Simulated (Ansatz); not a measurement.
BaTiO3:
```yaml
crystal:
  lattice:
    - [4.01933, 0.00000, 0.00000]
    - [0.00000, 4.01933, 0.00000]
    - [0.00000, 0.00000, 4.01933]
  atoms:
    - { symbol: Ba, position: [0.50000, 0.50000, 0.50000] }
    - { symbol: Ti, position: [0.00000, 0.00000, 0.00000] }
    - { symbol: O, position: [0.00000, 0.50000, 0.00000] }
    - { symbol: O, position: [0.50000, 0.00000, 0.00000] }
    - { symbol: O, position: [0.00000, 0.00000, 0.50000] }
```

x, y and z are the axes in which the lattice vectors are written.

Question: Give the high-frequency dielectric tensor and the Born effective charge tensors of the independent atoms from DFPT, plane-wave PAW PBE (Ansatz code).

Answer: 
ε∞:
```
6.71  0.00  0.00
0.00  6.71  0.00
0.00  0.00  6.71
```
Z* of atom 1 (Ba), rows: field, columns: displacement, in e:
```
2.76  0.00  0.00
0.00  2.76  0.00
0.00  0.00  2.76
```
Z* of atom 2 (Ti), rows: field, columns: displacement, in e:
```
7.39  0.00  0.00
0.00  7.39  0.00
0.00  0.00  7.39
```
Z* of atom 3 (O), rows: field, columns: displacement, in e:
```
-2.14   0.00   0.00
 0.00  -5.87   0.00
 0.00   0.00  -2.14
```

Static charges for comparison (Bader): Ba1 +1.54, Ti2 +2.22, O3 -1.25 e. Born charges measure polarisation by displacement and can exceed these by far.

Space group Pm-3m (cubic perovskite). This is a known high-temperature phase of the composition, computed here at zero pressure and temperature. Symmetry was held in the PBE relaxation. At this level the phase is dynamically unstable (imaginary phonons). No spin polarisation was allowed. Scalar-relativistic: spin–orbit coupling is off unless named, which matters more the heavier the elements.

Potentials: the later of the program's two PAW sets.
